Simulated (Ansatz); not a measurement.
Method: DFT PBE, scalar-relativistic, plane waves, PAW in Ansatz. Settings: cutoff 420 eV, Γ-centred meshes spaced at most about 0.3 Å⁻¹, and about 0.25 Å⁻¹ or finer for metals (2π included), Gaussian smearing. No spin polarisation in the final relaxations.

These are static total energies at zero pressure.

Two relaxed structures of Ta₃Si₃Ag:

A.

Space group Pm-3m (No. 221). a = 5.236 Å, b = 5.236 Å, c = 5.236 Å, α = 90.00°, β = 90.00°, γ = 90.00°
```tsv
atom	site	symmetry	x	y	z
Ta	3c	4/mm.m	0.0000	0.5000	0.5000
Si	3d	4/mm.m	0.0000	0.5000	0.0000
Ag	1b	m-3m	0.5000	0.5000	0.5000
```

B.

Space group R3m:H (No. 160). a = 7.869 Å, b = 7.869 Å, c = 6.530 Å, α = 90.00°, β = 90.00°, γ = 120.00°
```tsv
atom	site	symmetry	x	y	z
Ta	9b	.m	0.7492	0.8746	0.3585
Si	9b	.m	0.1935	0.8065	0.7305
Ag	3a	3m	0.0000	0.0000	0.7328
```

Question: Which form is favoured at zero pressure, and by what margin per atom?

Answer: B is lower, by 0.79 eV/atom. A has space group Pm-3m (No. 221), 20.5 Å³/atom and no gap on its mesh; B has space group R3m (No. 160), 16.7 Å³/atom and no gap. Counting Si atoms around Ag and Ta (those within 1.25 times the shortest such distance or 1.15 times the sum of covalent radii; a plus sign parts nearer from farther groups; the shortest distance is added where it is long for a bond), A has Ta 4, Ag 12 from 3.7 Å and B has Ta 5, Ag 3+3. The denser one is the lower, and pressure would at first widen the difference. Both come from invented guesses.

These runs have no spin–orbit coupling, which can matter for Ta. Cells relaxed within their symmetry can be saddle points. The R3m cell of Ta3Si3Ag came from shaking the Pm-3m one.
